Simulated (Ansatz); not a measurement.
VGe (NiAs type, space group No. 194) under volume change, plane-wave PAW PBE (Ansatz code), shape and atoms relaxed at each volume.

| V (Å³/atom) | E − E(relaxed) (meV/atom) | P (GPa) |
|---|---|---|
| 13.258 | 63.8 | 17.02 |
| 13.695 | 26.7 | 10.38 |
| 14.132 | 6.3 | 4.74 |
| 14.569 | 0.0 | -0.01 |
| 15.007 | 5.7 | -4.06 |
| 15.444 | 21.6 | -7.47 |
| 15.881 | 45.9 | -10.30 |

Question: What does a third-order Birch–Murnaghan fit give for V₀, B₀ and B′?

Answer: V₀ = 14.57 Å³/atom, B₀ = 146 GPa, B′ = 4.6.

Space group P6_3/mmc (NiAs type). The cell is a constructed one: a structure type filled with these elements; neither database checked (COD, Materials Project) lists it. Whether it is the stable phase at ambient conditions was not checked. Symmetry was held in the PBE relaxation; its stability against distortions is not shown here. The workflow began spin-polarised and lost its moments.

Potentials: the later of the program's two PAW sets.
